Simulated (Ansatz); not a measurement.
Theory: DFT PBE, scalar-relativistic, plane waves, PAW in Ansatz 0.2.0. All cells share a 420 eV cutoff and Γ-centred k meshes spaced at most about 0.3 Å⁻¹ (about 0.25 or finer for metals, 2π included). No spin polarisation in the final relaxations.

Temperature and zero-point effects are left out. All come from trial cells, and lower structures may exist.

Task: Which of these relaxed structures of Zr4Cl is the lowest in energy?
A. Space group Pm-3m (No. 221), cubic, a = 4.831 Å. Zr on a site of symmetry 4/mmm has 2 Cl at 2.42 Å and 12 Zr at 3.42 Å; Zr on a site of symmetry m-3m has 12 Zr at 3.42 Å; Cl is surrounded by 6 Zr at 2.42 Å.
B. Space group I4/mmm (No. 139), tetragonal, a = 5.133 Å, c = 8.251 Å. Around Zr on a site of symmetry 4mm lie 1 Cl at 2.48 Å, 4 Zr at 3.05 Å, 1 Zr at 3.30 Å and 8 Zr at 3.57–3.72 Å; around Zr on a site of symmetry mmm lie 2 Cl at 2.57 Å, 4 Zr at 3.05 Å and 8 Zr at 3.57–3.63 Å; Cl has 6 Zr at 2.48–2.57 Å.
C. Space group P2/m (No. 10), monoclinic, a = 6.475 Å, b = 5.098 Å, c = 6.803 Å, β = 102.2°. Zr on its first site has 13 Zr at 2.96–3.88 Å; Zr on its second site has 2 Cl at 2.57–2.59 Å, 6 Zr at 2.96–3.25 Å and 7 Zr at 3.49–3.92 Å; Zr on its third site has 2 Cl at 2.57–2.58 Å, 6 Zr at 2.92–3.25 Å and 6 Zr at 3.60–3.75 Å; Cl is surrounded by 6 Zr at 2.56–2.59 Å, 1 Cl at 3.13 Å and 1 Cl at 3.34 Å; 1 more site not described.

Result: B. It has space group I4/mmm (No. 139); the next, C, with space group P2/m (No. 10), lies 38 meV/atom higher. Counting Zr atoms around Cl (those within 1.25 times the shortest such distance or 1.15 times the sum of covalent radii), the lowest and the next both have Cl 6.

Cells relaxed within their symmetry can be saddle points. Some structure types and database cells were kept out of the candidates from the start, so a known form may be missing.
